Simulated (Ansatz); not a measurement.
## Slab of bcc K (110), 1 layer

The slab is cut from the bcc crystal, the stable phase, as relaxed on PAW files (64.33 Å³/atom), with 20 Å of vacuum and a dipole correction:

```
K
1.0
     4.37203    0.00000    0.00000
    -1.45734    4.12199    0.00000
     0.00000    0.00000   20.00000
K
1
Direct
  0.00000 0.00000 0.50000
```

All numbers are LDA results (scalar-relativistic) from Ansatz 0.2.0, with a Γ-centred 8×8×1 k mesh, Fermi–Dirac smearing of 0.08 eV, no spin polarisation. Methods: LAPW: all electrons, basis error target 1 meV/atom; PAW: frozen-core files, cutoff 420 eV.

The bulk energy comes from a cell in the slab's orientation on a 8×8×5 mesh. The surface energy is (E(slab) − N·E(bulk))/2A at zero smearing, the mean of both faces; thin slabs carry quantum-size effects.

The PAW files were made under PBE. The cell is 1×1, so reconstructions are forbidden, and in slabs of four or five layers the relaxations can be far larger than at a real surface.

**Question.** As cut, the LAPW slab lies 0.294 eV above 1 atom of bulk. What surface energy is that?

**Answer.** Over two faces of 18.02 Å² it is 8.1 meV/Å², and times 16.02 J/m² per eV/Å² that gives γ = 0.131 J/m².

```
method  γ as cut (J/m²)  Φ as cut (eV)
  LAPW            0.131              ?
```

**Question.** Give the missing entry: row "LAPW", column "Φ as cut (eV)".

**Answer.** 2.62.

**Question.** What changes if the vacuum is set to 7 Å?

**Answer.** LAPW then gives: no gap, work function 2.86 eV; PAW: no gap, work function 2.86 (top) and 2.94 (bottom) eV. The program warns that the vacuum is too thin.

**Question.** A field of 0.5 V/Å is applied along the normal, atoms held. What follows?

**Answer.** LAPW finds an induced dipole of 0.2610 e·Å a cell (PAW 0.2610), that is 5.24 Å for 4πα over the area, against 0.00 Å between the outer atoms.
